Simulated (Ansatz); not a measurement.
Geometry optimisation in Ansatz: input, command and trajectory.

```yaml
crystal:
  lattice:
    - [5.4081923244, 0.0, 0.0]
    - [-2.7040961622, 4.6836319415, 0.0]
    - [0.0, 0.0, 4.2807427862]
  atoms:
    - { symbol: Mo, position: [0.6666666667, 0.3333333333, 0.25] }
    - { symbol: Mo, position: [0.3333333333, 0.6666666667, 0.75] }
    - { symbol: Ru, position: [0.8333953471, 0.1666046529, 0.75] }
    - { symbol: Ru, position: [0.3332093059, 0.1666046529, 0.75] }
    - { symbol: Ru, position: [0.8333953471, 0.6667906941, 0.75] }
    - { symbol: Ru, position: [0.1666046529, 0.8333953471, 0.25] }
    - { symbol: Ru, position: [0.6667906941, 0.8333953471, 0.25] }
    - { symbol: Ru, position: [0.1666046529, 0.3332093059, 0.25] }
basis:
  ecutwfc: 500
kpoints:
  mp_grid: { grid: [6, 6, 8] }
hamiltonian:
  xc: r2scan
scf:
  occupations: { method: gaussian, width: 0.1 }
output:
  forces: true
  stress: true
  eigenvalues: true
relax:
  adjacent_minimum: "off"
  f_tol: 0.01
  max_steps: 30
  cell: { stress_tol: 0.1, fix: [volume] }
```

```bash
ansatz run input.yaml --threads 2 --pin off --max-ram 5120MiB --backend cpu --events-out ev --progress --plain --runs-dir out
```

Computed with DFT r2SCAN, scalar-relativistic, plane waves, PAW in Ansatz 0.2.0.

The volume is held at 0.97 times that of the relaxed cell.

Of 4 frames 3 are shown, positions in Å and forces in eV/Å; the SCF threshold varies from step to step. Steps run on the plane waves of an earlier cell, with a Pulay correction in the pressure. The basis is chosen afresh for the last frame, the zero of the energies, and at times for earlier ones too; energy and pressure step there, also at an unchanged geometry.

```xyz
8
Lattice="5.4082 0.0000 0.0000 -2.7041 4.6836 0.0000 0.0000 0.0000 4.2807" Properties=species:S:1:pos:R:3:forces:R:3 pbc="T T T" step=1 free_energy_over_end_meV_per_atom=0.02 pressure_GPa=10.42
Mo    2.7041    1.5612    1.0702    0.0000    0.0000    0.0000
Mo    0.0000    3.1224    3.2106    0.0000    0.0000    0.0000
Ru    4.0566    0.7803    3.2106    0.0082   -0.0048    0.0000
Ru    1.3515    0.7803    3.2106   -0.0082   -0.0048    0.0000
Ru    2.7041    3.1230    3.2106    0.0000    0.0095    0.0000
Ru   -1.3526    3.9033    1.0702   -0.0082    0.0048    0.0000
Ru    1.3526    3.9033    1.0702    0.0082    0.0048    0.0000
Ru    0.0000    1.5606    1.0702    0.0000   -0.0095    0.0000
8
Lattice="5.4044 0.0000 0.0000 -2.7022 4.6804 0.0000 0.0000 0.0000 4.2867" Properties=species:S:1:pos:R:3:forces:R:3 pbc="T T T" step=2 free_energy_over_end_meV_per_atom=0.01 pressure_GPa=10.40
Mo    2.7022    1.5601    1.0717    0.0000    0.0000    0.0000
Mo    0.0000    3.1202    3.2150    0.0000    0.0000    0.0000
Ru    4.0543    0.7795    3.2150    0.0003   -0.0002    0.0000
Ru    1.3501    0.7795    3.2150   -0.0003   -0.0002    0.0000
Ru    2.7022    3.1214    3.2150    0.0000    0.0004    0.0000
Ru   -1.3521    3.9009    1.0717   -0.0003    0.0002    0.0000
Ru    1.3521    3.9009    1.0717    0.0003    0.0002    0.0000
Ru    0.0000    1.5590    1.0717    0.0000   -0.0004    0.0000
8
Lattice="5.4062 0.0000 0.0000 -2.7031 4.6819 0.0000 0.0000 0.0000 4.2839" Properties=species:S:1:pos:R:3:forces:R:3 pbc="T T T" step=4 free_energy_over_end_meV_per_atom=0.00 pressure_GPa=10.41
Mo    2.7031    1.5606    1.0710    0.0000    0.0000    0.0000
Mo    0.0000    3.1213    3.2130    0.0000    0.0000    0.0000
Ru    4.0555    0.7798    3.2130    0.0013   -0.0008    0.0000
Ru    1.3507    0.7798    3.2130   -0.0013   -0.0008    0.0000
Ru    2.7031    3.1222    3.2130    0.0000    0.0015    0.0000
Ru   -1.3524    3.9021    1.0710   -0.0013    0.0008    0.0000
Ru    1.3524    3.9021    1.0710    0.0013    0.0008    0.0000
Ru    0.0000    1.5596    1.0710    0.0000   -0.0015    0.0000
```

The run took 63 s on 2 threads of Arm Neoverse V2, on a shared host, peak memory 0.77 GiB.